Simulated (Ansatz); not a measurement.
Geometry optimisation in Ansatz: input, command and trajectory.

```yaml
crystal:
  lattice:
    - [-1.8861519754, 1.8861519754, 6.3161875397]
    - [1.8861519754, -1.8861519754, 6.3161875397]
    - [1.8861519754, 1.8861519754, -6.3161875397]
  atoms:
    - { symbol: Sr, position: [0.64628022, 0.64628022, 0.0] }
    - { symbol: Sr, position: [0.35371978, 0.35371978, 0.0] }
    - { symbol: Cr, position: [0.0, 0.0, 0.0], spin: 1.61 }
    - { symbol: O, position: [0.84368432, 0.84368432, 0.0] }
    - { symbol: O, position: [0.15631568, 0.15631568, 0.0] }
    - { symbol: O, position: [0.5, 0.0, 0.5] }
    - { symbol: O, position: [0.0, 0.5, 0.5] }
basis:
  ecutwfc: 420
kpoints:
  mp_grid: { grid: [14, 14, 14] }
hamiltonian:
  xc: pbesol
scf:
  occupations: { method: gaussian, width: 0.1 }
output:
  forces: true
  stress: true
  eigenvalues: true
  populations: true
magnetization:
  spin_polarized: true
relax:
  adjacent_minimum: "off"
  f_tol: 0.01
  max_steps: 40
```

```bash
ansatz run input.yaml --threads 2 --pin off --max-ram 5120MiB --backend cpu --events-out ev --progress --plain --runs-dir out
```

All numbers below come from DFT PBEsol, scalar-relativistic, plane waves, PAW in Ansatz 0.2.0.

Of 4 frames 4 are shown, positions in Å and forces in eV/Å; the SCF threshold varies from step to step. The mark taken_back stands on steps that the optimiser undid.

```xyz
7
Lattice="-1.8862 1.8862 6.3162 1.8862 -1.8862 6.3162 1.8862 1.8862 -6.3162" Properties=species:S:1:pos:R:3:forces:R:3 pbc="T T T" step=1 free_energy_over_end_meV_per_atom=0.31
Sr    0.0000    0.0000    8.1641    0.0000    0.0000   -0.1631
Sr    0.0000    0.0000    4.4683    0.0000    0.0000    0.1631
Cr    0.0000    0.0000    0.0000    0.0000    0.0000    0.0000
O     0.0000    0.0000   10.6577    0.0000    0.0000   -0.0339
O     0.0000    0.0000    1.9746    0.0000    0.0000    0.0339
O     0.0000    1.8862    0.0000    0.0000    0.0000    0.0000
O     1.8862    0.0000    0.0000    0.0000    0.0000    0.0000
7
Lattice="-1.8862 1.8862 6.3162 1.8862 -1.8862 6.3162 1.8862 1.8862 -6.3162" Properties=species:S:1:pos:R:3:forces:R:3 pbc="T T T" step=2 free_energy_over_end_meV_per_atom=0.84 taken_back
Sr    0.0000    0.0000    8.1303    0.0000    0.0000    0.2625
Sr    0.0000    0.0000    4.5021    0.0000    0.0000   -0.2625
Cr    0.0000    0.0000    0.0000    0.0000    0.0000    0.0000
O     0.0000    0.0000   10.6540    0.0000    0.0000    0.1221
O     0.0000    0.0000    1.9784    0.0000    0.0000   -0.1221
O     0.0000    1.8862    0.0000    0.0000    0.0000    0.0000
O     1.8862    0.0000    0.0000    0.0000    0.0000    0.0000
7
Lattice="-1.8862 1.8862 6.3162 1.8862 -1.8862 6.3162 1.8862 1.8862 -6.3162" Properties=species:S:1:pos:R:3:forces:R:3 pbc="T T T" step=3 free_energy_over_end_meV_per_atom=0.00
Sr    0.0000    0.0000    8.1512    0.0000    0.0000   -0.0023
Sr    0.0000    0.0000    4.4812    0.0000    0.0000    0.0023
Cr    0.0000    0.0000    0.0000    0.0000    0.0000    0.0000
O     0.0000    0.0000   10.6566    0.0000    0.0000    0.0192
O     0.0000    0.0000    1.9757    0.0000    0.0000   -0.0192
O     0.0000    1.8862    0.0000    0.0000    0.0000    0.0000
O     1.8862    0.0000    0.0000    0.0000    0.0000    0.0000
7
Lattice="-1.8862 1.8862 6.3162 1.8862 -1.8862 6.3162 1.8862 1.8862 -6.3162" Properties=species:S:1:pos:R:3:forces:R:3 pbc="T T T" step=4 free_energy_over_end_meV_per_atom=0.00
Sr    0.0000    0.0000    8.1507    0.0000    0.0000   -0.0005
Sr    0.0000    0.0000    4.4817    0.0000    0.0000    0.0005
Cr    0.0000    0.0000    0.0000    0.0000    0.0000    0.0000
O     0.0000    0.0000   10.6581    0.0000    0.0000   -0.0010
O     0.0000    0.0000    1.9743    0.0000    0.0000    0.0010
O     0.0000    1.8862    0.0000    0.0000    0.0000    0.0000
O     1.8862    0.0000    0.0000    0.0000    0.0000    0.0000
```

It took 98 s on 2 threads of AMD EPYC 9R45 96-Core Processor (Zen 5), on a shared host, peak memory 1.3 GiB.

The cell holds one magnetic atom, so it can only be ferromagnetic; an antiferromagnetic order may lie lower.